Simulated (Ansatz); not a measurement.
Values for one crystal, relaxed and computed with the program Ansatz at the r²SCAN level (PAW); other levels are named.

| Property | Result |
|---|---|
| Volume per atom | 17.03 Å³ |
| Electronic character | metallic (no gap) |
| Pressure derivative B′ | 4.7 |
| Formation energy from the elements (no fitted shifts) | -0.31 eV/atom |
| Density of states at the Fermi level | 2.0 states/eV per atom (mean over ±0.08 eV) |
| Bulk modulus (Birch–Murnaghan fit) | 156 GPa |
| Gap with spin–orbit coupling | none (metallic) |

Problem. Which of these materials gives this?
A) TiAu, CsCl type
B) LaIn, CsCl type
C) TbHg, CsCl type
D) MnZn3, Cu3Au type

Solution. A, TiAu, CsCl type

Space group Pm-3m (CsCl type). The workflow started from an entry of the Crystallography Open Database (COD). Its standing as an ambient phase is unchecked. The cell was relaxed with r²SCAN under the symmetry of its start; its stability against distortions is not shown here. The run is not spin-polarised. The references are the lowest solids computed at this level, not always the standard phases. Scalar-relativistic: spin–orbit coupling is off unless named, which matters more the heavier the elements.

Potentials: the later of the program's two PAW sets.
